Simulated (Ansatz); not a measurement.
## DFT+U series on EuHg2 (P6/mmm)

Geometry: a structure as deposited in COD; nothing is relaxed.

Settings: LDA, 6×6×7 k mesh, Fermi–Dirac smearing of 0.05 eV. PAW means Ansatz 0.2.0 on its default frozen-core files; LAPW is all-electron LAPW in Ansatz 0.2.0. Site moments are integrated in spheres about the atoms, whose radii differ between the methods.

The first input and its command:

```yaml
crystal:
  lattice:
    - [4.97, 0.0, 0.0]
    - [-2.485, 4.3041462568, 0.0]
    - [0.0, 0.0, 3.705]
  atoms:
    - { symbol: Eu, position: [0.0, 0.0, 0.0], spin: 7.0 }
    - { symbol: Hg, position: [0.3333333333, 0.6666666667, 0.5] }
    - { symbol: Hg, position: [0.6666666667, 0.3333333333, 0.5] }
magnetization:
  spin_polarized: true
kpoints:
  mp_grid: { grid: [6, 6, 7] }
scf:
  occupations: { method: fermi_dirac, width: 0.05 }
hamiltonian:
  xc: lda
  pseudopotentials: { kind: paw }
output:
  forces: true
  stress: true
  eigenvalues: true
  hubbard: { sites: [{ species: Eu, l: f }] }
  populations: true
```

Command: `ansatz run input.yaml --threads 2 --pin off --max-ram 6144MiB --backend cpu --events-out ev --progress --plain --runs-dir out`

The input for «U = 4 eV on Eu f» by LAPW differs from it in these lines, output keys apart:

```diff
-  pseudopotentials: { kind: paw }
+  pseudopotentials: { kind: all_electron, lapw: { basis_error: 0.001 } }
+  hubbard: { sites: [{ species: Eu, l: f, u_eff: 4 }] }
```

U is Dudarev's effective value on Löwdin-orthogonalised free-atom orbitals with fully localised double counting, unless a row says otherwise (a row with U and J takes Liechtenstein's form); the search for lower states is left at its default. Gaps are Kohn–Sham gaps on the k mesh over both spins.

```json
{"run": "no U", "largest site moment PAW (μB)": "6.81", "largest site moment LAPW (μB)": "6.82", "gap PAW (eV)": "metal", "gap LAPW (eV)": "metal", "Eu f electrons PAW": "6.86", "electrons LAPW": "6.85", "P PAW (GPa)": "-4.2", "P LAPW (GPa)": "-4.1"}
{"run": "U = 2 eV on Eu f", "largest site moment PAW (μB)": "6.90", "largest site moment LAPW (μB)": "–", "gap PAW (eV)": "metal", "gap LAPW (eV)": "–", "Eu f electrons PAW": "6.94", "electrons LAPW": "–", "P PAW (GPa)": "?", "P LAPW (GPa)": "–"}
{"run": "U = 4 eV on Eu f", "largest site moment PAW (μB)": "6.96", "largest site moment LAPW (μB)": "6.97", "gap PAW (eV)": "metal", "gap LAPW (eV)": "metal", "Eu f electrons PAW": "6.97", "electrons LAPW": "6.98", "P PAW (GPa)": "-2.9", "P LAPW (GPa)": "-2.8"}
{"run": "U = 6 eV on Eu f", "largest site moment PAW (μB)": "6.98", "largest site moment LAPW (μB)": "7.00", "gap PAW (eV)": "metal", "gap LAPW (eV)": "metal", "Eu f electrons PAW": "6.99", "electrons LAPW": "6.99", "P PAW (GPa)": "-2.6", "P LAPW (GPa)": "-2.6"}
{"run": "U = 4 eV on Eu f, standard search for lower states", "largest site moment PAW (μB)": "6.96", "largest site moment LAPW (μB)": "–", "gap PAW (eV)": "metal", "gap LAPW (eV)": "–", "Eu f electrons PAW": "6.97", "electrons LAPW": "–", "P PAW (GPa)": "-2.9", "P LAPW (GPa)": "–"}
```

What belongs in the row "U = 2 eV on Eu f", column "P PAW (GPa)"?

-3.4.

The PAW files were made with PBE; the program remakes their cores once for the run's functional and then keeps them frozen. Spin–orbit coupling is left out although heavy atoms are present. In at least one run the program's final test of stability wasn't made or came to no verdict. With open f shells a run can end in a state that isn't the lowest. The magnetic state is the one that this cell and start allow. It needn't be the compound's measured order, which may need a larger cell or be absent.
